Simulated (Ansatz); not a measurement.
SrTiO3 in space group I4/mcm (No. 140; Sr on 4b, Ti on 4c, O on 8h, O on 4a), DFT-PBEsol in the program Ansatz with PAW potentials, all energies at zero smearing, with the estimated change up to a 700 eV cutoff added, with one set of potentials and settings (totals compare only within such a set). Cell of 10 atoms (2 Sr, 2 Ti, 6 O): -15314.590 eV.

| element | reference phase | E (eV/atom) |
|---|---|---|
| Sr | Fm-3m, 1 atoms in the cell | -3492.2323 |
| Ti | P6/mmm, 3 atoms in the cell | -2473.9163 |
| O | C2/m, 4 atoms in the cell, spin-polarised | -558.3609 |

Formation energy per atom, worked out: (-15314.590 − 2×(-3492.2323) − 2×(-2473.9163) − 6×(-558.3609))/10 = -3.213 eV/atom (-310 kJ per mol of atoms), at 0 K, without zero-point energy or fitted corrections.

The first step of the workflow began from a Materials Project structure, measured or hypothetical; the Crystallography Open Database files this formula in space group No. 140, but the cells were not matched. It is not the phase usual at ambient conditions (space group No. 221). The cell was relaxed with PBEsol under the symmetry of its start. At this level the phase is dynamically unstable (imaginary phonons). The run is not spin-polarised. The references are the lowest solids computed at this level, not always the standard phases (solids in place of the gases).

Potentials: the earlier of the program's two PAW sets. The files were generated under PBE; for other functionals the program regenerates the frozen cores, and for LDA and PBEsol the local potential too.
